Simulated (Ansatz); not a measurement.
LaB6 (CaB6 type, space group Pm-3m)

```yaml
crystal:
  lattice:
    - [8.30993, 0.00000, 0.00000]
    - [4.15497, 4.15497, 0.00000]
    - [4.15497, 0.00000, 4.15497]
  atoms:
    - { symbol: La, position: [0.00000, 0.00000, 0.00000] }
    - { symbol: La, position: [0.50000, 0.00000, 0.00000] }
    - { symbol: B, position: [0.59989, 0.50000, 0.50000] }
    - { symbol: B, position: [0.09989, 0.50000, 0.50000] }
    - { symbol: B, position: [0.90011, 0.50000, 0.50000] }
    - { symbol: B, position: [0.40011, 0.50000, 0.50000] }
    - { symbol: B, position: [0.90011, 0.50000, 0.19979] }
    - { symbol: B, position: [0.40011, 0.50000, 0.19979] }
    - { symbol: B, position: [0.59989, 0.50000, 0.80021] }
    - { symbol: B, position: [0.09989, 0.50000, 0.80021] }
    - { symbol: B, position: [0.90011, 0.19979, 0.50000] }
    - { symbol: B, position: [0.40011, 0.19979, 0.50000] }
    - { symbol: B, position: [0.59989, 0.80021, 0.50000] }
    - { symbol: B, position: [0.09989, 0.80021, 0.50000] }
```

The atoms are displaced by Q × the pattern below (from a DFPT mode at R = (0.5, 0.5, 0.5), largest move 1; Q in Å), at fixed cell. It is one choice among 3 degenerate patterns. (q is in reciprocal vectors of the primitive cell; the cell shown is doubled to hold the pattern.)

```
atom      x       y       z
----  -----  ------  ------
B7    0.000  -1.000   0.000
B8    0.000   1.000   0.000
B9    0.000   1.000   0.000
B10   0.000  -1.000   0.000
B11   0.000   0.000   1.000
B12   0.000   0.000  -1.000
B13   0.000   0.000  -1.000
B14   0.000   0.000   1.000
```

Atoms not listed stay in place.

Computed with PBE (plane waves to 420 eV, PAW, scalar-relativistic; Ansatz, a quantum-chemistry and plane-wave program). k mesh 11×11×11 (Γ-centred), Fermi-Dirac smearing 0.05 eV. The energy includes the smearing's −TS. With partly filled bands, energies and forces of such displacements shift with the k mesh and the smearing. LaB6 is run without spin polarisation. LaB6 was relaxed with its symmetry unable to fall. ΔE is measured from the undisplaced structure. The last digit holds for this mesh only.

```
Q (Å)    ΔE (meV/cell)
-------  -------------
-0.2800         1067.1
-0.2333          713.3
-0.1867          441.0
-0.1400       withheld
-0.0933          104.7
-0.0467           25.8
0.0000             0.0
0.0467            25.8
0.0933           104.7
0.1400        withheld
0.1867           441.0
0.2333           713.3
0.2800          1067.1
```

Task: Fit an even polynomial form (powers 2, 4, 6) to the given rows and predict ΔE at Q = 0.1400.

Result: Least squares on the 11 given rows: ΔE = (11780)·Q² + (26390)·Q⁴ + (-39200)·Q⁶, in meV/cell with Q in Å; root-mean-square residual 0.17 meV/cell. At 0.1400 the fit gives 240.7 meV/cell; the calculation gives 240.9 meV/cell, so the interpolation is off by -0.2 (-0.1 %). The quadratic term alone would give 230.9 meV/cell.

(For displaced atoms, the force is minus the slope of the energy, and its curvature is a force constant, which sets phonon frequencies.)
